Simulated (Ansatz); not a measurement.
Ansatz input file:

```yaml
crystal:
  lattice:
    - [3.0411220896, 0.0, 0.0]
    - [0.0, 3.0411220896, 0.0]
    - [0.0, 0.0, 3.0411220896]
  atoms:
    - { symbol: Al, position: [0.0, 0.0, 0.0] }
    - { symbol: Ru, position: [0.5, 0.5, 0.5] }
basis:
  ecutwfc: 500
kpoints:
  mp_grid: { grid: [14, 14, 14] }
hamiltonian:
  xc: r2scan
scf:
  occupations: { method: gaussian, width: 0.1 }
output:
  forces: true
  stress: true
  eigenvalues: true
```

Command:
```bash
ansatz run input.yaml --threads 1 --pin off --max-ram 2560MiB --backend cpu --events-out ev --progress --plain --runs-dir out
```

Method: DFT r2SCAN, scalar-relativistic, plane waves, PAW (Ansatz 0.2.0).

From the run's log, abridged:

```
Pseudopotentials: kind: paw
Pseudopotential: Al, paw, valence charge 3, recommended cutoff 500 eV (meta_gga)
Pseudopotential: Ru, paw, valence charge 16, recommended cutoff 500 eV (meta_gga)
Functional definition: r2SCAN
Crystal: 2 atoms, lattice volume = 28.126 Å³
Basis set: ecut = 500 eV, 739 PW (Γ), exchange–correlation on 96×96×96 points (64 copies of the dense FFT grid, shifted against one another)
Bands: 14, of which v1, the nominal top of the filled ones, is band 10 counted from 1 (9 counted from 0)
Symmetry: 48 space group operations
Space group: Pm-3m (ITA 221), of the structure as read, at distance tolerance 3.0e-5 Å
k-points: 120 of 2744
Initial density: superposition of atomic densities (neutral atoms: chi_scale 0, normalization atom), corrected by the library's trained network
Initial wavefunctions: pseudopotential atomic-orbital guess
Functional: x = r2scan, c = r2scan; τ floored in thin density (d = 2e-4 eV/Å³)
SCF iter   1: F=—  HF=-6432.465797 eV  |F-HF|=—  |Δ(HF+E_count)|=         —  Δρ=7.12e-3  dr2=7.15e-3  dr2_τ=1.97e-2  ethr=1.77e-3  ⟨swp⟩=4.9  Hψ=8906  notcnv=0
SCF iter   2: F=—  HF=-6432.482184 eV  |F-HF|=—  |Δ(HF+E_count)|=   1.64e-2  Δρ=4.07e-3  dr2=3.11e-3  dr2_τ=7.99e-5  ethr=3.76e-5  ⟨swp⟩=2.0  Hψ=4176  notcnv=0  defer=9
SCF iter   3: F=—  HF=-6432.482652 eV  |F-HF|=—  |Δ(HF+E_count)|=   4.69e-4  Δρ=3.86e-3  dr2=6.01e-3  dr2_τ=4.29e-4  ethr=1.64e-5  ⟨swp⟩=2.0  Hψ=2293  notcnv=0  defer=9
SCF iter   4: F=—  HF=-6432.481394 eV  |F-HF|=—  |Δ(HF+E_count)|=   1.26e-3  Δρ=4.77e-4  dr2=3.22e-5  dr2_τ=7.58e-6  ethr=1.64e-5  ⟨swp⟩=2.4  Hψ=2456  notcnv=0  defer=9
SCF iter   5: F=—  HF=-6432.481398 eV  |F-HF|=—  |Δ(HF+E_count)|=   4.42e-6  Δρ=1.67e-4  dr2=7.03e-6  dr2_τ=4.17e-7  ethr=1.69e-7  ⟨swp⟩=2.4  Hψ=2760  notcnv=0  defer=9
SCF iter   6: F=-6432.481398 eV  HF=-6432.481398 eV  |F-HF|=6.68e-9  |Δ(HF+E_count)|=   2.35e-8  Δρ=1.91e-5  dr2=3.63e-8  dr2_τ=9.73e-9  ethr=5.26e-10  ⟨swp⟩=4.0  Hψ=7305  notcnv=0
SCF 1 converged in 6 iterations: F = -6432.481398 eV  dr2 = 3.63e-8
SCF converged after 6 iterations
Free energy (F): -6432.481398 eV
Harris-Foulkes:  -6432.481398 eV  (|F-HF|=6.68e-9)
Internal energy: -6432.471189 eV  (E = F + TS)
E sigma→0 (E₀):  -6432.476294 eV
Entropy (-TS):   -0.010209 eV (-5.105 meV/atom)
Fermi energy:    15.030378 eV
--- Per-component energies (eV) ---
  E_band       = -152.331324
  E_kinetic    = 540.544206
  E_local      = -1844.334181  (includes V_loc(G=0)·N_el)
  E_nonlocal   = 353.572296
  E_hartree    = 655.184319
  E_xc         = -221.750818
  E_vxc        = -299.760419  (∫ρ·V_xc dr)
  E_paw        = -3952.976270  (= ΣΔE_a)
  E_vpaw       = -233.245203  (= ΣTr[D̂ρ^β])
  E_aug_tail   = 0.000089  (compensation charges beyond the density's cutoff)
  E_vtau       = 20.529304  (kinetic-family band-sum trace: ∫τ·v_τ [+ j·A + Jᵃ·Aᵃ] dr)
  E_ewald      = -1962.339765
  E_core_change = -0.371064  (= ΣΔE_core)
  E_smearing   = -0.010209  (= −TS)
--- Forces (eV/Å), atoms counted from 1 ---
  atom   1  Al     0.00000000     0.00000000     0.00000000
  atom   2  Ru     0.00000000     0.00000000     0.00000000
--- Stress (GPa, compression-positive) ---
      -11.324768       0.000000       0.000000
        0.000000     -11.324768       0.000000
        0.000000       0.000000     -11.324768
  P = ⅓ Tr σ = -11.3248 GPa (-113.248 kbar)
--- Band table (eV; the first three rows and the last of 120) ---
  k-point 0: bands = ["-58.8590", "-28.0293", "-28.0293", "-28.0293", "5.1667", "11.6265", "11.6265", "15.1801", "15.1801", "15.1801", "21.3022", "21.3022", "21.3022", "26.1793"]
  k-point 1: bands = ["-58.8583", "-28.0388", "-28.0284", "-28.0284", "5.2658", "11.6549", "11.6616", "15.0613", "15.0613", "15.1916", "20.7935", "21.4988", "21.4988", "25.9736"]
  k-point 2: bands = ["-58.8563", "-28.0655", "-28.0262", "-28.0262", "5.5591", "11.7110", "11.7625", "14.7572", "14.7572", "15.2240", "19.7266", "22.0367", "22.0367", "25.4297"]
  k-point 119: bands = ["-58.8178", "-28.1744", "-28.1744", "-28.1744", "10.3993", "10.3993", "10.3993", "16.7139", "16.7139", "17.9094", "19.2385", "19.2385", "19.2385", "23.5251"]
```

The calculation finished and met its thresholds.

The run took 5.8 s on 1 thread of Arm Neoverse V1 (shared host), peak memory 0.38 GiB.